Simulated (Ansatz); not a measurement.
Se:
```
CELL_PARAMETERS angstrom
      4.50578     0.00000     0.00000
     -2.25289     3.90212     0.00000
      0.00000     0.00000     4.99121
ATOMIC_POSITIONS crystal
  Se 0.21710 0.00000 0.16667
  Se 0.00000 0.21710 0.83333
  Se 0.78290 0.78290 0.50000
```

Tensor components refer to the Cartesian frame of this cell.

Question: Give the proper piezoelectric stress tensor with relaxed ions from r²SCAN (plane waves, PAW; program Ansatz).

Answer: In C/m², rows x, y, z, Voigt columns; mesh uncertainty up to 0.02.
```
-0.36   0.36   0.00   0.02   0.00   0.00
 0.00   0.00   0.00   0.00  -0.02   0.36
 0.00   0.00   0.00   0.00   0.00   0.00
```

The elastic tensor of the same run (GPa):

```
12.9   5.1  13.3  -4.8   0.0   0.0
 5.1  12.9  13.3   4.8   0.0   0.0
13.3  13.3  80.0   0.0   0.0   0.0
-4.8   4.8   0.0  13.7   0.0   0.0
 0.0   0.0   0.0   0.0  13.7  -4.8
 0.0   0.0   0.0   0.0  -4.8   3.9
```

Question: Convert to strain constants d = e·S.

Answer: In pC/N:
```
-80.2   80.2    0.0  -55.3    0.0    0.0
  0.0    0.0    0.0    0.0   55.3  160.5
  0.0    0.0    0.0    0.0    0.0    0.0
```

Space group P3_221. The workflow started from an entry of the Crystallography Open Database (COD), which files this formula under 4 space groups. It is not the phase usual at ambient conditions (space group No. 152). Symmetry was held in the r²SCAN relaxation; its stability against distortions is not shown here. A crystal of weakly bound chains computed without a dispersion correction: the cell and the soft elastic constants depend strongly on that.

Potentials: the later of the program's two PAW sets.
